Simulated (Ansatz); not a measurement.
A geometry of O2 away from equilibrium: the start of the relaxation of a generated cell, O2 placed in the AFLOW prototype A_mC4_12_i. The numbers are results of PBEsol (plane waves to 420 eV, PAW, scalar-relativistic; Ansatz, a quantum-chemistry and plane-wave program), not measurements. Γ-centred k-mesh 8×8×6 on the run's cell (coarser than for final values), Fermi–Dirac smearing 0.05 eV.

```xyz
2
Lattice="2.7015 -1.7165 0.0000 2.7015 1.7165 0.0000 -1.9835 0.0000 3.7554" Properties=species:S:1:pos:R:3 pbc="T T T"
O      3.4007     0.0000     3.1057
O      0.0189     0.0000     0.6497
```
Spin-polarised start, with parallel moments on O.

Task: Which atoms carry the largest force, and which way does it point?

Result: 4.88 eV/Å, on O1, O2 (atoms numbered as listed); on O1 its components are (0.14, 0.00, 4.87).

Task: What is the pressure?

Result: -8.7 GPa, compression positive.

Spin state reached: ferromagnetic (net 1.00 μB/atom), from parallel starting moments; other spin orders were not run from this start. One molecule in the cell forces parallel spins. Without a van der Waals term the distances between weakly bound units are poorly fixed.

The run could not lose the symmetry of its start.
